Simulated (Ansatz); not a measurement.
ZnO:
```
CELL_PARAMETERS angstrom
      3.18716     0.00000     0.00000
     -1.59358     2.76016     0.00000
      0.00000     0.00000     5.15318
ATOMIC_POSITIONS crystal
  Zn 0.66667 0.33333 0.50097
  Zn 0.33333 0.66667 0.00097
  O  0.66667 0.33333 0.87934
  O  0.33333 0.66667 0.37934
```

Tensor components refer to the Cartesian frame of this cell.

Task: Give the high-frequency dielectric tensor and the Born effective charge tensors of the independent atoms from DFPT, DFT-LDA in the program Ansatz with PAW potentials.

Result: 
ε∞:
```
5.07  0.00  0.00
0.00  5.07  0.00
0.00  0.00  5.12
```
Z* of atom 1 (Zn), rows: field, columns: displacement, in e:
```
2.08  0.00  0.00
0.00  2.08  0.00
0.00  0.00  2.14
```
Z* of atom 3 (O), rows: field, columns: displacement, in e:
```
-2.08   0.00   0.00
 0.00  -2.08   0.00
 0.00   0.00  -2.14
```

Space group P6_3mc (wurtzite). The cell was relaxed with LDA under the symmetry of its start.

Potentials: the earlier of the program's two PAW sets. The files were generated under PBE; for other functionals the program regenerates the frozen cores, and for LDA and PBEsol the local potential too.
